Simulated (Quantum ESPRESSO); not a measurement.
**Band energies of GaP at +1 % isotropic strain**

```
GaP
1.0
    0.00000     2.74717     2.74717
    2.74717     0.00000     2.74717
    2.74717     2.74717     0.00000
P Ga
1 1
Direct
  0.75000   0.75000   0.75000
  0.00000   0.00000   0.00000
```

PBE (stringent potentials; Quantum ESPRESSO, PseudoDojo norm-conserving, 114 Ry, no spin-orbit coupling); path ΓXWKΓLUWLK,UX; energies in eV from the valence-band maximum.

```csv
k (1/Å),point,band 9,band 10,band 11,band 12,band 13,band 14,band 15,band 16
0.00,Γ,-14.40,-12.31,0.00,0.00,0.00,1.62,3.90,3.90
0.57,,-14.39,-11.31,-3.66,-1.62,-1.62,2.21,3.67,6.67
1.14,X,-14.38,-9.46,-6.64,-2.60,-2.60,1.71,1.85,10.40
1.26,,-14.38,-9.45,-6.62,-2.69,-2.68,1.90,2.04,9.88
1.72,W,-14.40,-9.38,-6.44,-3.46,-3.30,4.70,4.76,6.03
1.85,,-14.39,-9.41,-6.43,-3.62,-2.97,3.76,4.83,6.47
2.12,K,-14.39,-9.50,-6.44,-3.81,-2.18,2.21,4.76,8.15
2.52,,-14.40,-10.50,-5.34,-3.29,-1.16,3.12,5.64,5.81
3.03,,-14.40,-12.02,-1.96,-0.79,-0.14,2.67,4.07,4.17
3.33,Γ,-14.40,-12.31,0.00,0.00,0.00,1.62,3.90,3.90
3.63,,-14.40,-12.03,-2.07,-0.30,-0.30,2.32,4.35,4.35
4.12,,-14.40,-10.65,-5.94,-1.01,-1.01,1.68,4.77,4.77
4.32,L,-14.40,-10.33,-6.49,-1.08,-1.08,1.60,4.72,4.72
4.72,,-14.40,-9.94,-6.30,-3.16,-1.66,2.71,5.13,6.25
5.02,U,-14.39,-9.50,-6.44,-3.81,-2.18,2.21,4.76,8.15
5.23,,-14.39,-9.45,-6.43,-3.70,-2.71,3.17,4.81,6.91
5.43,W,-14.40,-9.38,-6.44,-3.46,-3.30,4.70,4.76,6.03
5.83,,-14.40,-9.93,-6.30,-3.10,-1.87,3.39,4.31,6.38
6.24,L,-14.40,-10.33,-6.49,-1.08,-1.08,1.60,4.72,4.72
6.32,,-14.40,-10.31,-6.48,-1.29,-1.12,1.80,4.66,4.81
6.85,,-14.39,-9.58,-6.36,-3.83,-2.06,2.34,5.25,7.67
6.94,K,-14.39,-9.50,-6.44,-3.81,-2.18,2.21,4.76,8.15
6.94,U,-14.39,-9.50,-6.44,-3.81,-2.18,2.21,4.76,8.15
7.34,X,-14.38,-9.46,-6.64,-2.60,-2.60,1.71,1.85,10.40
```

The PBE gap is indirect, 1.60 eV, from Γ to L; the smallest direct gap is 1.62 eV.

Spin-orbit splittings are left out.

Geometry strained from the cell relaxed with PBEsol, atoms relaxed again.
